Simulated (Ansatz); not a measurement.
An Ansatz (a program for electronic structure) input:

Ansatz 0.2 input:
```yaml
crystal:
  lattice:
    - [7.403957038, 0.0, 0.0]
    - [0.0, 4.0926657858, 0.0]
    - [0.0, 0.0, 10.0105206294]
  atoms:
    - { symbol: H, position: [0.3001130781, 0.25, 0.6166584898] }
    - { symbol: H, position: [0.6998869219, 0.75, 0.3833415102] }
    - { symbol: H, position: [0.1998869219, 0.75, 0.1166584898] }
    - { symbol: H, position: [0.8001130781, 0.25, 0.8833415102] }
    - { symbol: Pb, position: [0.1965325628, 0.25, 0.9171108256] }
    - { symbol: Pb, position: [0.8034674372, 0.75, 0.0828891744] }
    - { symbol: Pb, position: [0.3034674372, 0.75, 0.4171108256] }
    - { symbol: Pb, position: [0.6965325628, 0.25, 0.5828891744] }
    - { symbol: Br, position: [0.0559415082, 0.75, 0.6807297965] }
    - { symbol: Br, position: [0.9440584918, 0.25, 0.3192702035] }
    - { symbol: Br, position: [0.4440584918, 0.25, 0.1807297965] }
    - { symbol: Br, position: [0.5559415082, 0.75, 0.8192702035] }
    - { symbol: O, position: [0.3785263297, 0.25, 0.5394539999] }
    - { symbol: O, position: [0.6214736703, 0.75, 0.4605460001] }
    - { symbol: O, position: [0.1214736703, 0.75, 0.0394539999] }
    - { symbol: O, position: [0.8785263297, 0.25, 0.9605460001] }
kpoints:
  mp_grid: { grid: [3, 6, 3] }
  band_path:
    path:
      - [[0.0, 0.0, 0.0], [0.5, 0.0, 0.0], [0.5, 0.5, 0.0], [0.0, 0.5, 0.0], [0.0, 0.0, 0.0], [0.0, 0.0, 0.5], [0.5, 0.0, 0.5], [0.5, 0.5, 0.5], [0.0, 0.5, 0.5], [0.0, 0.0, 0.5]]  # Γ-X-S-Y-Γ-Z-U-R-T-Z
      - [[0.5, 0.0, 0.0], [0.5, 0.0, 0.5]]  # X-U
      - [[0.0, 0.5, 0.0], [0.0, 0.5, 0.5]]  # Y-T
      - [[0.5, 0.5, 0.0], [0.5, 0.5, 0.5]]  # S-R
      - [VBM, CBM]
    npoints: 6
hamiltonian:
  xc: r2scan
  dispersion: d4
  pseudopotentials: { kind: paw }
magnetization: { noncollinear: true, spin_orbit: true }
scf:
  n_extra_bands: 32
  convergence: { dr2_threshold: 0.0000000001 }
  occupations: { method: gaussian, width: 0.01 }
checkpoint: { write: soc.run }
output: { eigenvalues: true }
```

Task: How many symmetry operations and irreducible k-points will the run report?

Result: 8 operations, 16 of 54 k-points.

Task: With a cutoff of 500 eV, how many plane waves at Γ?

Result: 7717.

It took around 60 core-minutes (rough) on shared server cores.

Space group Pnma. The first step of the workflow began from a Materials Project structure, measured or hypothetical; the Crystallography Open Database copy checked does not list it. Its standing as an ambient phase is unchecked. The r²SCAN+D4 relaxation kept the symmetry of its start; of distortions, only those at the zone centre were tested.

Potentials: the later of the program's two PAW sets.

Ansatz is a plane-wave DFT program.
